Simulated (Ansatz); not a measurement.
**Notes on LuBi$_{2}$BrO$_{4}$**

```
CELL_PARAMETERS angstrom
3.80853 0.00000 0.00000
0.00000 3.80853 0.00000
0.00000 0.00000 9.03249
ATOMIC_POSITIONS crystal
Lu 0.00000 0.00000 0.00000
Bi 0.50000 0.50000 0.72820
Bi 0.50000 0.50000 0.27180
Br 0.00000 0.00000 0.50000
O 0.50000 0.00000 0.85300
O 0.00000 0.50000 0.85300
O 0.50000 0.00000 0.14700
O 0.00000 0.50000 0.14700
```

Method: r2SCAN, no spin polarisation; PAW, plane waves to 500 eV, 7×7×3 Γ-centred mesh, fermi-dirac occupations (width 0.0354 eV) (Ansatz 0.2.0), atoms fixed.

Electronic structure: The gap is 1.86 eV, indirect (the least direct gap found is 2.14 eV). A semilocal functional usually gives too small a gap.
Contacts: Bi–O at 2.21 Å: least valence density 0.57 e/Å³ and ELF 0.25 there. Lu–O at 2.32 Å: least valence density 0.38 e/Å³ and ELF 0.13 there. Br–Bi at 3.39 Å: least valence density 0.11 e/Å³ and ELF 0.11 there, a closed-shell (ionic or weak) contact. Both are smooth PAW fields, read partly inside the augmentation spheres.
Forces: The largest is on O6 (and as large on other atoms): 0.14 eV/Å, components (0.00, 0.00, -0.14). It makes 59° with the line to a nearest neighbour, Bi2 at 2.21 Å.
Charges: Bader charges in e: Lu +2.26, Bi +1.86, Br -0.72, O -1.32. In the mean Lu gives up most and O takes most.
Band edges: Within 0.7 eV of the edges, the states project mainly on O p (63 %) and Br p (12 %) below the gap and on Bi p (67 %) above it.
Formation energy: -2.14 eV an atom against the elements' usual phases (free molecules for gases, crystals otherwise, with no correction for O₂ or N₂), so it is bound against them; other compounds may still compete. Relaxing would lower it.
Stress: The pressure is 3.7 GPa (compression positive), so with the atoms held at these fractions the cell would first expand.

Origin: a known structure type with other elements, at an estimated volume, so it need not be a known compound. Caveats: no spin-orbit coupling, which can shift this gap by tenths of an eV.
